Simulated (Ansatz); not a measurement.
A crystal relaxed with r2SCAN in the plane-wave code Ansatz has space group P-43m (No. 215) and a = 5.961 Å.

```json
{"atom": "Xx", "site": "1a", "x": "0.0000", "y": "0.0000", "z": "0.0000"}
{"atom": "Ga", "site": "4e", "x": "0.7637", "y": "0.7637", "z": "0.7637"}
{"atom": "Sb", "site": "3c", "x": "0.5000", "y": "0.5000", "z": "0.0000"}
```

With r2SCAN the valence top lies at Γ and the conduction bottom at R, 0.22 eV higher; the smallest vertical gap, at Γ, is 0.48 eV. HSE06 gives an indirect gap of 0.55 eV, from Γ to R; the least direct gap is 0.83 eV at Γ. PBE gives no gap: the lowest nominally empty band dips 0.03 eV below the top of the last filled one (its bottom at R, the top at Γ), so the cell is a metal or semimetal at this level. Meshes: r2SCAN 4×4×4, HSE06 4×4×4, PBE 4×4×4.

**Question.** Which element is Xx?
A. As
B. N
C. Bi
D. P

**Answer.** D. Xx is P: Ga4Sb3P as one 8-atom ordering (P-43m) on the zincblende lattice. Around P lie 4 Ga at 2.44 Å; around Ga lie 1 P at 2.44 Å and 3 Sb at 2.63 Å; around Sb lie 4 Ga at 2.63 Å.

All values are calculated for a non-magnetic cell, which may be hypothetical.

No spin-orbit coupling is included; it can move band edges with weight on the heavy atoms by tenths of an eV.

The meshes of the hybrids are coarse, so their gaps aren't converged to the digits shown.
